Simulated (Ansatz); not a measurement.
Relaxed structures of Hf for which phonons were computed (DFPT at Γ and, for small cells, zone-boundary points). These are r2SCAN (plane waves to 500 eV, PAW, scalar-relativistic; Ansatz, a quantum-chemistry and plane-wave program) values and carry that method's errors.

```csv
structure,"E − E(P6₃/mmc, hP2, hcp (Mg type)) (eV/atom)",V (Å³/atom)
"P6₃/mmc, hP2, hcp (Mg type)",0.00,22.35
"Fm-3m, cF4, fcc (Cu type)",0.09,22.45
"Im-3m, cI2, bcc (W type)",0.21,22.16
```

Task: Which of them are dynamically unstable at the sampled points?

Result: 
- P6₃/mmc, hP2, hcp (Mg type): nothing beyond 15i cm⁻¹
- Fm-3m, cF4, fcc (Cu type): nothing beyond 15i cm⁻¹
- Im-3m, cI2, bcc (W type): unstable, lowest mode about 100i cm⁻¹

Each run could gain symmetry but not lose that of its start, so entries can be saddle points.  Static energies at zero pressure. The runs use different k-meshes, so differences are rounded accordingly. No spin polarisation in the result.
